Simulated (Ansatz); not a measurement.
BN (wurtzite)

```yaml
crystal:
  lattice:
    - [5.10816, 0.00000, 0.00000]
    - [-1.27704, 2.21190, 0.00000]
    - [0.00000, 0.00000, 4.22393]
  atoms:
    - { symbol: B, position: [0.33333, 0.33333, 0.99992] }
    - { symbol: B, position: [0.83333, 0.33333, 0.99992] }
    - { symbol: B, position: [0.16667, 0.66667, 0.49992] }
    - { symbol: B, position: [0.66667, 0.66667, 0.49992] }
    - { symbol: N, position: [0.33333, 0.33333, 0.62528] }
    - { symbol: N, position: [0.83333, 0.33333, 0.62528] }
    - { symbol: N, position: [0.16667, 0.66667, 0.12528] }
    - { symbol: N, position: [0.66667, 0.66667, 0.12528] }
```

A phonon eigenvector at M = (0.5, 0.0, 0.0) is frozen into this cell: atom i moves by Q times the vector below, so Q is the largest atomic displacement, in Å. The cell is held. (q is in reciprocal vectors of the primitive cell; the cell shown is doubled to hold the pattern.)

```
atom       x       y       z
----  ------  ------  ------
B1     0.343   0.198   0.623
B2    -0.343  -0.198  -0.623
B3    -0.343  -0.198   0.623
B4     0.343   0.198  -0.623
N5     0.729   0.421  -0.539
N6    -0.729  -0.421   0.539
N7    -0.729  -0.421  -0.539
N8     0.729   0.421   0.539
```

All values below come from PBE (plane waves to 420 eV, PAW, scalar-relativistic; Ansatz, an electronic-structure program). k mesh 15×15×8 (Γ-centred), Fermi-Dirac smearing 0.05 eV. The energy includes the smearing's −TS. BN was relaxed with its symmetry unable to fall. The PAW data are Ansatz's earlier set. ΔE is measured from the undisplaced structure.

```
Q (Å)    ΔE (meV/cell)
-------  -------------
-0.1000           1091
-0.0833            755
-0.0667       withheld
-0.0500            270
-0.0333            120
-0.0167             30
0.0000               0
0.0167              30
0.0333             120
0.0500             270
0.0667        withheld
0.0833             755
0.1000            1091
```

Problem. Fit an even polynomial form (powers 2, 4) to the given rows and predict ΔE at Q = 0.0667.

Solution. Least squares on the 11 given rows: ΔE = (107900)·Q² + (120000)·Q⁴, in meV/cell with Q in Å; root-mean-square residual 0.3 meV/cell. At 0.0667 the fit gives 482 meV/cell; the calculation gives 482 meV/cell, the same to the digits shown. The quadratic term alone would give 480 meV/cell.

(A displaced cell: forces are minus the slopes of the energy, force constants its curvatures, and phonons follow from these.)
